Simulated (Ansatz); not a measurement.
This Ga2SnTe2 structure is the end of a relaxation. The cell was found from a structure generator's guess, not taken from experiment.

Computed with Ansatz, DFT PBE, scalar-relativistic, plane waves, PAW. Cutoff 420 eV, Γ-centred mesh, Gaussian smearing, no spin polarisation.

```cif
data_structure
_symmetry_space_group_name_H-M 'P 1'
_symmetry_Int_Tables_number 1
_cell_length_a 4.0138
_cell_length_b 4.0138
_cell_length_c 11.9989
_cell_angle_alpha 90.000
_cell_angle_beta 90.000
_cell_angle_gamma 120.000
_cell_volume 167.41
loop_
_atom_site_label
_atom_site_type_symbol
_atom_site_fract_x
_atom_site_fract_y
_atom_site_fract_z
_atom_site_occupancy
Ga1 Ga 0.00000 0.00000 0.27640 1
Ga2 Ga 0.00000 0.00000 0.72360 1
Sn1 Sn 0.00000 0.00000 0.50000 1
Te1 Te 0.33333 0.66667 0.16595 1
Te2 Te 0.66667 0.33333 0.83405 1
```

Energies over the elements count from the elements' standard structures at the same level, with no fitted energy shifts. The references include grey tin.

(1) Find its symmetry and describe it.

(2) What is its formation energy per atom?

(3) Is it a metal?

Results:

(1) P-3m1 (No. 164). Conventional cell: a = 4.014 Å, c = 11.999 Å. Ga has 3 Te at 2.67 Å and 1 Sn at 2.68 Å; Sn is surrounded by 2 Ga at 2.68 Å; around Te lie 3 Ga at 2.67 Å.

(2) −0.09 eV/atom. It lies below the elements, which doesn't yet make it stable against other compounds or structures.

(3) Yes, bands cross the Fermi level on the 12×12×4 mesh.

The last run used a 12×12×4 mesh (in the run's order of axes) for its 5-atom cell and Gaussian smearing of 0.10 eV. No dispersion correction is applied, so the spacing and binding between layers, chains or molecules are poorly described. Spin–orbit coupling, which can matter for Te, is left out. The reference form of Te is held partly by dispersion forces, which this level lacks. Symmetry constrained the relaxation, so the result can be a saddle point.
